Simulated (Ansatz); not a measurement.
## Relaxing a structure of CeO2

The start is a relaxed CeO2 cell shaken by Gaussian noise of σ = 0.08 Å a coordinate. The structure is fully relaxed (lattice and positions, P = 0) with r2SCAN (plane waves to 500 eV, PAW, scalar-relativistic; Ansatz, a program for electronic structure). First-step values are on the input's coarse k-mesh.

Ansatz input (later rounds restart from its end on a renewed k-mesh):
Ansatz 0.2 input:
```yaml
crystal:
  lattice:
    - [5.936636146, 0, 0]
    - [-2.968318073, 5.1412777155, 0]
    - [0, 0, 4.5499382464]
  atoms:
    - { symbol: O, position: [0.3326043518, 0.3386553324, 0.2568784243] }
    - { symbol: O, position: [0.6572835363, -0.0098472293, 0.2847312076] }
    - { symbol: O, position: [-0.0213802546, 0.6415734546, 0.2695076765] }
    - { symbol: O, position: [0.0105218359, 0.3463171464, 0.7497947815] }
    - { symbol: O, position: [0.649382416, 0.6630284863, 0.6989332348] }
    - { symbol: O, position: [0.3199079207, 0.0084036039, 0.7340489296] }
    - { symbol: Ce, position: [-0.003726623, 0.0210782442, -0.0158971164] }
    - { symbol: Ce, position: [0.6606142587, 0.3382192919, 0.5003956087] }
    - { symbol: Ce, position: [0.3408544959, 0.6683860763, 0.510178442] }
basis: { ecutwfc: 500, ecutrho_ratio: 4, xc_grid: 4, fft_grid_basis: typed }
kpoints: { mp_grid: { grid: [5, 5, 5] } }
hamiltonian:
  xc: r2scan
  dispersion: none
  pseudopotentials: { azcp: { folder: ./paw }, kind: paw }
scf: { occupations: { method: fermi_dirac, width: 0.05 } }
relax: { f_tol: 0.01, max_steps: 100, cell: { stress_tol: 0.02 } }
output: { forces: true, stress: true }
```

What pressure does the first self-consistent step give?

+4.1 GPa (positive: the cell is compressed).

What is the largest force in the starting geometry, and on which atom (counted from 1)?

2.79 eV/Å, on Ce9 (atoms numbered as listed).

How does the volume per atom move from start to end?

-19.3 %, from 15.43 to 12.46 Å³/atom.

Does it find its way back to the structure it was made from?

It does not go back: it reaches P321 (No. 150), 121 meV/atom below the parent.

How do the shortest distances between atoms change?

The closest pairs of elements (up to four, under 3.6 Å), start → end: Ce–O 2.04 → 2.25 Å; O–O 2.69 → 2.70 Å; Ce–Ce 3.34 → 3.49 Å.

Give the final cell and atomic positions.


Space group P321 (No. 150); a = b = 5.9928 Å, c = 3.6051 Å, α = β = 90.00°, γ = 120.00°

| atom | site | symmetry | x | y | z |
|---|---|---|---|---|---|
| O | 3f | .2. | 0.4018 | 0.4018 | 0.5000 |
| O | 3e | .2. | 0.0000 | 0.2624 | 0.0000 |
| Ce | 2d | 3.. | 0.3333 | 0.6667 | 0.0649 |
| Ce | 1b | 32. | 0.0000 | 0.0000 | 0.5000 |

Final values are on a 7×7×9 k-mesh of the relaxed cell. No spin polarisation in the result. No Hubbard U is applied. The 4f state was not searched, so a lower electronic state may exist.

The relaxed structure here is a generated cell of CeO2: the first start was made by placing the elements on the sites of a structure type, and the end was not matched to a known phase here, so it may be hypothetical. Known forms of CeO2 include space group No. 225.
